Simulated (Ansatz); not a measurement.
# BaSn5 (P6/mmm): electronic heat capacity and spin susceptibility from the density of states

Theory: DFT PBEsol, scalar-relativistic, plane waves, PAW in Ansatz 0.2.0.

Plane waves to 420 eV, a k mesh through Γ of 12×12×6 on the computed 6-atom cell and Gaussian smearing (0.10 eV); no spin polarisation.

Relaxed cell: P6/mmm, a = 5.334 Å, b = 5.334 Å, c = 7.057 Å, α = 90.00°, β = 90.00°, γ = 120.00°, 6 atoms in the primitive cell. Whether it is the stable form of this composition wasn't checked.

The density of states at the Fermi level is 2.733 states/eV in the cell of 6 atoms (1 formula unit; both spins, tetrahedra on a 18×18×9 mesh).

Question: What Sommerfeld coefficient and Pauli susceptibility does this give?

Answer: Per formula unit N(E_F) = 2.733 states/eV. γ = (π²/3) k_B² N(E_F) N_A = 2.357 mJ/(mol K²) per state/eV, so γ = 6.4 mJ/(mol K²), a mole of formula units. χ_P = μ_B² N(E_F) N_A = 3.23×10⁻⁵ emu/mol per state/eV gives 8.8×10⁻⁵ emu/mol. This is the bare band result: a measured γ of the same phase is as a rule larger by a factor 1 + λ from phonons and spin fluctuations, the spin part of χ is larger by the Stoner factor, and a measured χ also holds orbital and core terms. N(E_F) at one energy is sensitive to the mesh where the density of states has sharp peaks.

Spin-orbit coupling is left out, which matters for the bands of heavy elements.

Cost: 1 run of about 4.7 core-minutes, on Intel Xeon Platinum 8259CL (Skylake/Cascade Lake) (shared hosts).